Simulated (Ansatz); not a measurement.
# LuPd (Pm-3m): energy against the cell's spin moment

```
CELL_PARAMETERS angstrom
3.41500 0.00000 0.00000
0.00000 3.41500 0.00000
0.00000 0.00000 3.41500
ATOMIC_POSITIONS crystal
Lu 0.00000 0.00000 0.00000
Pd 0.50000 0.50000 0.50000
```

Geometry: a structure as deposited in COD; nothing is relaxed.

The runs share LDA, 10×10×10 k mesh, Fermi–Dirac smearing of 0.03 eV. PAW means Ansatz 0.2.0 on its default frozen-core files; LAPW is all-electron LAPW in Ansatz 0.2.0. Site moments are integrated in spheres about the atoms, whose radii differ between the methods. Start moments of the first PAW run (μB): Pd2 0.6.

The total moment M of the cell is held by giving each spin its own Fermi level. Half their difference over μB is the field that would hold M, so μB·B = dF/dM. Energies count from each method's free run. The held moment starts spread evenly over Pd2.

The free PAW run: The moments died out: the run ends unmagnetised.

| M (μB/cell) | ΔF PAW (meV/cell) | ΔF LAPW (meV/cell) | B, PAW (T) | largest site moment, PAW (μB) | pressure, PAW (GPa) |
| --- | --- | --- | --- | --- | --- |
| 0.00 | 0.0 | 0.0 | – | 0.00 | -6.2 |
| 0.20 | +6.3 | +6.3 | +1267 | 0.07 | -6.2 |
| 0.40 | +38.3 | +38.3 | ? | 0.14 | -6.2 |
| 0.60 | +105.9 | – | +8164 | 0.20 | -6.1 |
| 0.90 | +295.7 | +295.9 | +12513 | 0.29 | -5.5 |
| 1.20 | +534.3 | – | +15053 | 0.42 | -4.9 |
| 1.60 | +943.8 | – | ? | 0.55 | -4.0 |

Give the missing entry: row "1.60", column "B, PAW (T)".

+21292.

Fill in "B, PAW (T)" for the row "0.40".

+4350.

Fit ΔF = E₀ + a₂M² + a₄M⁴ to the PAW points up to M = 0.90 μB, leaving out M = 0.20. What does the fit give, and how well does it predict the point left out?

E₀ = -1.0 meV, a₂ = +233.96 meV/μB², a₄ = +163.760 meV/μB⁴, with a worst miss of 2.3 meV. At M = 0.20 it gives +8.6 meV against the computed +6.3. Since a₂ > 0 the fit has its minimum at M = 0.

Separate runs put a uniform field on the spins (g = 2):

```tsv
field (T)	M PAW (μB/cell)	M LAPW (μB/cell)
200	0.041	0.041
1000	0.174	0.174
3000	0.322	0.322
```

The PAW files were made with PBE; the program remakes their cores once for the run's functional and then keeps them frozen. The Ansatz runs typed with the search for lower states off end where their start leads. Spin–orbit coupling is left out although heavy atoms are present. None of this fixes the real material's magnetic order: only patterns that fit the cell were computed, at zero temperature, with a functional that can overstate moments.
